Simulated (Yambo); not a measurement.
G0W0@LDA for CaCd$_{2}$P$_{2}$ (space group P-3m1, No. 164) in Yambo. Reference settings: 3×3×2 Γ-centred k mesh, bands 10 to 217 and a 8 Ry block in the screening, 217 bands in G with the Bruneval-Gonze terminator, plasmon pole fitted at 27.2 eV. The LDA gap Γ → Γ on this mesh is 0.66 eV; G0W0 gaps are taken between the same points.

```json
[
 {"change from the reference": "reference settings", "G0W0 gap Γ → Γ (eV)": "1.43", "shift of the valence edge (eV)": "-0.57"},
 {"change from the reference": "3 Ry block, no terminator", "G0W0 gap Γ → Γ (eV)": "1.29", "shift of the valence edge (eV)": "-0.22"},
 {"change from the reference": "86 bands in W, 86 bands in G", "G0W0 gap Γ → Γ (eV)": "[?]", "shift of the valence edge (eV)": "-0.28"},
 {"change from the reference": "3×3×1 mesh", "G0W0 gap Γ → Γ (eV)": "1.34", "shift of the valence edge (eV)": "-0.50"},
 {"change from the reference": "wavefunctions cut at 20 Ry", "G0W0 gap Γ → Γ (eV)": "1.34", "shift of the valence edge (eV)": "-0.46"},
 {"change from the reference": "exchange cut at 20 Ry", "G0W0 gap Γ → Γ (eV)": "1.31", "shift of the valence edge (eV)": "-0.35"},
 {"change from the reference": "6 Ry block", "G0W0 gap Γ → Γ (eV)": "1.42", "shift of the valence edge (eV)": "-0.50"},
 {"change from the reference": "123 bands in W, 123 bands in G, 5 Ry block", "G0W0 gap Γ → Γ (eV)": "1.42", "shift of the valence edge (eV)": "-0.34"}
]
```

Estimate the withheld gaps from the other rows; the computed values follow.


- 86 bands in W, 86 bands in G, G0W0 gap Γ → Γ (eV): 1.47

The reference isn't shown to be the converged limit.

Spin-orbit coupling is not included.

Geometry of the Materials Project entry, not relaxed at this level; primitive cell a = 4.292 Å, b = 4.292 Å, c = 7.055 Å, α = 90.00°, β = 90.00°, γ = 120.00°.

A shift is the quasiparticle energy of the state minus its LDA energy.
